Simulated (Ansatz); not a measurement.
The end point of a relaxation of PbS. Space group Fm-3m (No. 225), rock salt type. Calculation: r2SCAN (plane waves to 500 eV, PAW, scalar-relativistic; Ansatz, a quantum-chemistry and plane-wave program).

```cif
data_PbS
_chemical_formula_sum 'Pb1 S1'
_space_group_name_H-M_alt 'P 1'
_space_group_IT_number 1
_cell_length_a 4.22448
_cell_length_b 4.22448
_cell_length_c 4.22448
_cell_angle_alpha 60.000
_cell_angle_beta 60.000
_cell_angle_gamma 60.000
loop_
_space_group_symop_operation_xyz
  'x, y, z'
loop_
_atom_site_label
_atom_site_type_symbol
_atom_site_fract_x
_atom_site_fract_y
_atom_site_fract_z
_atom_site_occupancy
Pb1 Pb 0.50000 0.50000 0.50000 1
S1 S 0.00000 0.00000 0.00000 1
```

### Question
Estimate the band gap that r2SCAN returns for this input.

### Answer
0.69 eV, direct at k = (0, 0, -0.5) (no spin-orbit coupling).

No spin polarisation in the result. Spin-orbit coupling is missing; with elements this heavy it can move band edges by tenths of an eV or more.

The run could not lose the symmetry of its start; a randomly shaken copy of 4 atoms returns to this structure.
